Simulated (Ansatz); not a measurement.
A geometry of TiB₂ away from equilibrium: step 2 of the relaxation of a relaxed TiB2 cell displaced along its unstable phonon at q = (½, ½, 0) of its primitive reciprocal cell (326i cm⁻¹), largest move 0.15 Å. Computed with PBEsol (plane waves to 420 eV, PAW, scalar-relativistic; Ansatz, a quantum-chemistry and plane-wave program). Γ-centred k-mesh 11×11×11 on the run's cell (coarser than for final values), Fermi–Dirac smearing 0.05 eV.

```xyz
6
Lattice="0.0000 5.0761 5.0542 2.4838 2.5380 5.0542 2.4838 2.5380 0.0000" Properties=species:S:1:pos:R:3 pbc="T T T"
Ti    -0.2120     0.0000     0.0000
Ti     2.6958     5.0761     7.5813
B      1.2419     6.0981     6.3177
B      1.2419     4.0541     3.7906
B      3.7257     8.6361     8.8448
B      3.7257     6.5922     6.3177
```

Predict the force on each atom, in eV/Å.


| atom | Fx | Fy | Fz |
|---|---|---|---|
| Ti1 | -1.28 | 0.00 | 0.00 |
| Ti2 | 1.28 | 0.00 | 0.00 |
| B3 | 0.00 | -1.53 | 0.00 |
| B4 | 0.00 | 1.53 | 0.00 |
| B5 | 0.00 | -1.53 | 0.00 |
| B6 | 0.00 | 1.53 | 0.00 |

What is the pressure?

-0.5 GPa, compression positive.

How far above the relaxed end point is this geometry?

1.57 eV/atom; the path ends in P6/mmm (No. 191) (AFLOW prototype AB2_hP3_191_a_d (C32, as in AlB2)).

No spin polarisation in the result.

The run could not lose the symmetry of its start.

Of the parent cell (Fm-3m (No. 225)): it is a generated cell of TiB2: the first start was made by placing the elements on the sites of a structure type, and the end was not matched to a known phase here, so it may be hypothetical. Known forms of TiB2 include space group No. 191.

The first start was generated by placing the elements on the sites of a structure type. A measured structure of TiB2 has the same space group, P6/mmm (No. 191); the sites were not compared with it.
